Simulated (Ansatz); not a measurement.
TiO2:
```
TiO2
1.0
    5.84074     0.00000     0.00000
    0.00000     3.71964     0.00000
    0.00000     0.00000     9.04329
Ti O
4 8
Cartesian
  2.96596   0.92991   7.81712
  2.87478   2.78973   1.22618
  5.79515   2.78973   3.29547
  0.04559   0.92991   5.74783
  2.70974   2.78973   8.29259
  3.13100   0.92991   0.75071
  0.21063   0.92991   3.77094
  5.63011   2.78973   5.27235
  4.54028   0.92991   7.01165
  1.30046   2.78973   2.03165
  4.22083   2.78973   2.49000
  1.61991   0.92991   6.55329
```

Relaxed with r²SCAN.

**Question.** Give the Bader charges and basin volumes of the independent atoms, r²SCAN (plane waves, PAW; program Ansatz).

**Answer.** 

| atom | Bader charge (e) | Bader volume (Å³) |
|---|---|---|
| Ti1 | +2.33 | 7.8 |
| O5 | -1.22 | 15.9 |
| O9 | -1.11 | 19.0 |

Space group Pnma. The first step of the workflow began from a Materials Project structure, measured or hypothetical; the Crystallography Open Database files this formula in space group No. 62, but the cells were not matched. It is not the phase usual at ambient conditions (space group No. 61, 136, 141). The r²SCAN relaxation kept the symmetry of its start; its stability against distortions is not shown here. The run is not spin-polarised.

Potentials: the later of the program's two PAW sets.
